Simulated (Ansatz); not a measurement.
Relaxed-ion elastic tensor of BP (rock salt, space group No. 225) in GPa (Voigt order), plane-wave PAW r²SCAN (Ansatz code); density 3.45 g/cm³, 10.06 Å³ per atom.

```
 219   132   132   0.0   0.0   0.0
 132   219   132   0.0   0.0   0.0
 132   132   219   0.0   0.0   0.0
 0.0   0.0   0.0  77.0   0.0   0.0
 0.0   0.0   0.0   0.0  77.0   0.0
 0.0   0.0   0.0   0.0   0.0  77.0
```

**Question.** Is the crystal mechanically stable?

**Answer.** Yes: the smallest eigenvalue of C is 77.0 GPa.

**Question.** Work out the Voigt, Reuss and Hill averages.

**Answer.** K_V = 161, K_R = 161, K_H = 161; G_V = 63.5, G_R = 58.6, G_H = 61.1 GPa.

**Question.** Give Young's modulus, Poisson's ratio, Pugh's ratio and the universal anisotropy index.

**Answer.** E = 9KG/(3K + G) = 163 GPa; ν = 0.33; K/G = 2.64 (ductile by the Pugh limit of 1.75); A_U = 5G_V/G_R + K_V/K_R − 6 = 0.41.

**Question.** Estimate the sound speeds and the Debye temperature.

**Answer.** v_l = √((K + 4G/3)/ρ) = 8390 m/s, v_t = √(G/ρ) = 4210 m/s, mean 4720 m/s; Θ = (h/k)(3n/4πV)^(1/3) v_m = 651 K.

**Question.** Give the Zener ratio and Young's modulus along [100], [110] and [111].

**Answer.** A = 2C44/(C11 − C12) = 1.78; 1/E = S11 − 2(S11 − S12 − S44/2)Γ with Γ = 0, 1/4, 1/3 gives 119, 171, 199 GPa.

**Question.** Solve the Christoffel equation for the three sound speeds along [100], [110], [111].

**Answer.** Eigenvalues of C_ijkl n_j n_l equal ρv². In km/s, slowest first: [100] 4.73, 4.73, 7.97; [110] 3.54, 4.73, 8.56; [111] 3.98, 3.98, 8.75.

Space group Fm-3m (rock salt). A made-up cell: these elements were put on the sites of a structure type; neither database checked (COD, Materials Project) lists it. It is not the phase usual at ambient conditions (space group No. 216). The cell was relaxed with r²SCAN under the symmetry of its start; whether a distortion lowers the energy is not shown. As this level gives no gap, shear constants depend on the k-mesh and smearing (Fermi–Dirac, 0.1 eV here).

Potentials: the later of the program's two PAW sets.
